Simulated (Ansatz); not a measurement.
Ionic part of the dielectric constant of ZnIn$_{2}$Cl$_{4}$, mode by mode

Theory: DFT PBE, scalar-relativistic, plane waves, PAW in Ansatz 0.2.0. Settings: 420 eV plane-wave cutoff, Γ-centred 6×6×4 mesh, fixed occupations. No spin polarisation. Phonons by linear response, acoustic sum rule imposed.

Space group P1 (No. 1), triclinic, a = 6.281 Å, b = 6.370 Å, c = 7.310 Å, α = 104.1°, β = 103.7°, γ = 116.4°. Around Zn lie 4 Cl at 2.27–2.33 Å; In on its first site is surrounded by 3 Cl at 2.96–3.07 Å, 1 Cl at 3.36 Å and 1 Cl at 3.59 Å; around In on its second site lie 3 Cl at 2.96–3.08 Å, 1 Cl at 3.35 Å and 1 Cl at 3.58 Å; Cl on its first site is surrounded by 1 Zn at 2.27 Å, 1 In at 3.07 Å and 1 In at 3.36 Å; around Cl on its second site lie 1 Zn at 2.33 Å and 2 In at 2.96 Å; Cl on its third site has 1 Zn at 2.31 Å and 2 In at 2.96 Å; 1 more site not described.

The cell was found from a structure generator's guess, not taken from experiment. Modes under 40 cm⁻¹ are poorly fixed. No dispersion correction is applied, so modes and constants that involve weak contacts between layers, chains or molecules come out too soft.

The primitive cell has V = 233.20 Å³ and ε∞,xx = 3.447. Each polar mode adds Δε = (4.92064×10⁷/V)·S/ν² along x, with S its oscillator strength in e²/amu, ν in cm⁻¹ and V in Å³.

Problem. From these modes, find each Δε and ε0,xx.
| ν (cm⁻¹) | S_xx (e²/amu) |
| --- | --- |
| 40.41 | 0.04359 |
| 53.60 | 0.00356 |
| 60.78 | 0.03716 |
| 76.44 | 0.00121 |
| 96.29 | 0.01334 |
| 115.05 | 0.04093 |
| 124.56 | 0.01799 |
| 127.20 | 0.00011 |
| 235.84 | 0.00025 |
| 247.65 | 0.1188 |
| 266.69 | 0.04821 |

Solution.
```tsv
ν (cm⁻¹)	Δε
40.41	5.63
53.60	0.26
60.78	2.12
76.44	0.04
96.29	0.30
115.05	0.65
124.56	0.24
127.20	0.00
235.84	0.00
247.65	0.41
266.69	0.14
```

The sum is 9.79, so ε0,xx = 13.24; the run's tensor has 13.27.
